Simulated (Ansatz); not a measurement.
Te2Mo:
```
Te2Mo
1.0
    3.54639     0.00000     0.00000
   -1.77319     3.07126     0.00000
    0.00000     0.00000    14.25638
Mo Te
2 4
Direct
  0.33333   0.66667   0.25000
  0.66667   0.33333   0.75000
  0.33333   0.66667   0.62430
  0.66667   0.33333   0.12430
  0.66667   0.33333   0.37570
  0.33333   0.66667   0.87570
```

Relaxed with r²SCAN+D4 (plane waves, PAW; program Ansatz). Indices refer to the conventional cell of P6_3/mmc, a = b = 3.5464 Å, c = 14.2564 Å, α = β = 90.00°, γ = 120.00°.

Task: Simulate the powder diffraction pattern (Cu Kα, λ = 1.54184 Å; lines above 1 %) up to 2θ = 90°.

Result: Simulated powder pattern, Cu Kα, λ = 1.54184 Å (kinematic, ideal powder, no thermal factors, no anomalous dispersion; the 30 strongest lines at most, above 1 %, up to 2θ = 90°):

| 2θ (°) | d (Å) | I/Imax (%) | hkl |
|---|---|---|---|
| 12.42 | 7.128 | 33 | (0002) |
| 24.98 | 3.564 | 15 | (0004) |
| 29.07 | 3.071 | 42 | (1 0 -1 0) |
| 29.76 | 3.002 | 11 | (1 0 -1 1) |
| 31.72 | 2.821 | 5.2 | (1 0 -1 2) |
| 34.78 | 2.579 | 100 | (1 0 -1 3) |
| 37.86 | 2.376 | 2.5 | (0006) |
| 38.70 | 2.327 | 7.2 | (1 0 -1 4) |
| 43.30 | 2.090 | 51 | (1 0 -1 5) |
| 48.44 | 1.879 | 1.9 | (1 0 -1 6) |
| 51.27 | 1.782 | 11 | (0008) |
| 51.54 | 1.773 | 34 | (1 1 -2 0) |
| 53.23 | 1.721 | 4.6 | (1 1 -2 2) |
| 54.03 | 1.697 | 2.5 | (1 0 -1 7) |
| 58.10 | 1.588 | 8.8 | (1 1 -2 4) |
| 60.02 | 1.541 | 11 | (1 0 -1 8) |
| 60.27 | 1.536 | 5.2 | (2 0 -2 0) |
| 60.65 | 1.527 | 1.5 | (2 0 -2 1) |
| 63.68 | 1.461 | 17 | (2 0 -2 3) |
| 65.71 | 1.421 | 2.9 | (1 1 -2 6) |
| 66.27 | 1.410 | 1.5 | (2 0 -2 4) |
| 69.53 | 1.352 | 12 | (2 0 -2 5) |
| 75.66 | 1.257 | 21 | (1 1 -2 8) |
| 80.42 | 1.194 | 9.0 | (1 0 -1 11) |
| 83.01 | 1.163 | 4.2 | (2 0 -2 8) |
| 83.23 | 1.161 | 4.2 | (2 1 -3 0) |
| 83.57 | 1.157 | 1.2 | (2 1 -3 1) |
| 86.26 | 1.128 | 15 | (2 1 -3 3) |
| 88.61 | 1.104 | 1.4 | (2 1 -3 4) |

The cell was relaxed with r²SCAN+D4 under the symmetry of its start. The run is not spin-polarised. Spin–orbit coupling is left out wherever it is not named.

Potentials: the later of the program's two PAW sets.
